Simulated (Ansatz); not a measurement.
## Piezoelectric tensor of Cd4SeS3

Computed with DFT PBE, scalar-relativistic, plane waves, PAW (Ansatz 0.2.0). Plane waves to 420 eV; Γ-centred k mesh 6×6×6; fixed occupations. No spin polarisation.

Equilibrium structure at this level:
```yaml
crystal:
  lattice:
    - [-2.99708, 2.99708, 5.99002]
    - [2.99708, -2.99708, 5.99002]
    - [2.99708, 2.99708, -5.99002]
  atoms:
    - { symbol: Cd, position: [0.88529, 0.37073, 0.00000] }
    - { symbol: Cd, position: [0.37073, 0.88529, 0.00000] }
    - { symbol: Cd, position: [0.11471, 0.11471, 0.48544] }
    - { symbol: Cd, position: [0.62927, 0.62927, 0.51456] }
    - { symbol: Se, position: [0.50000, 0.50000, 0.00000] }
    - { symbol: S, position: [0.75000, 0.25000, 0.50000] }
    - { symbol: S, position: [0.25000, 0.75000, 0.50000] }
    - { symbol: S, position: [0.00000, 0.00000, 0.00000] }
```

The cell was found from a structure generator's guess, not taken from experiment.

**Question.** Give the relaxed-ion proper piezoelectric stress tensor e_iJ (C/m², Voigt columns xx yy zz yz xz xy).

**Answer.**
```
x   0.000 0.000 0.000 0.149 0.000 0.000
y   0.000 0.000 0.000 0.000 0.149 0.000
z   0.000 0.000 0.000 0.000 0.000 0.146
```
Signs follow the orientation of the cell as given.

**Question.** With the elastic constants (GPa, Voigt order)
```
63.9 44.7 44.7  0.0  0.0  0.0
44.7 63.9 44.7  0.0  0.0  0.0
44.7 44.7 63.7  0.0  0.0  0.0
 0.0  0.0  0.0 24.6  0.0  0.0
 0.0  0.0  0.0  0.0 24.6  0.0
 0.0  0.0  0.0  0.0  0.0 24.6
```
find the strain coefficients d = e·C⁻¹ (pC/N).

**Answer.**
```
x   0.0 0.0 0.0 6.1 0.0 0.0
y   0.0 0.0 0.0 0.0 6.1 0.0
z   0.0 0.0 0.0 0.0 0.0 6.0
```
